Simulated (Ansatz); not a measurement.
A geometry of ZnInGaO$_{4}$ away from equilibrium: step 12 of the relaxation of a randomly generated symmetric cell of ZnInGaO4 (space group No. 81). Level of theory: PBE (plane waves to 420 eV, PAW, scalar-relativistic; Ansatz, a first-principles code). Γ-centred k-mesh 5×5×6 on the run's cell (coarser than for final values), Fermi–Dirac smearing 0.05 eV.

```xyz
7
Lattice="4.4083 0.0000 0.0000 0.0000 4.4083 0.0000 0.0000 0.0000 4.8104" Properties=species:S:1:pos:R:3:forces:R:3 pbc="T T T" free_energy=-14966.731 pressure_GPa=8.1
Ga     2.2041     2.2041     0.0000    0.0000    0.0000    0.0000
In     0.0000     0.0000     0.0000    0.0000    0.0000    0.0000
O      3.2363     3.2363     3.6066   -0.0086   -0.0085    0.0272
O      1.1720     1.1720     3.6066    0.0086    0.0085    0.0272
O      3.2363     1.1720     1.2038   -0.0085    0.0086   -0.0272
O      1.1720     3.2363     1.2038    0.0085   -0.0086   -0.0272
Zn     0.0000     0.0000     2.4052    0.0000    0.0000    0.0000
```

Positions in Å, forces in eV/Å, free energy of the cell in eV (comparable only within this code, potentials and settings). Largest force: 0.03 eV/Å, on O3, O4, O5, O6 (atoms numbered as listed); the geometry lies 0.09 eV/atom above the end of its relaxation.

No spin polarisation in the result.

The run could not lose the symmetry of its start, so the end can be a saddle point.

The end of the path is a generated cell of ZnInGaO4: the first start was made by a random draw of sites in a space group, and the end was not matched to a known phase here, so it may be hypothetical. Known forms of ZnInGaO4 include space group No. 160.
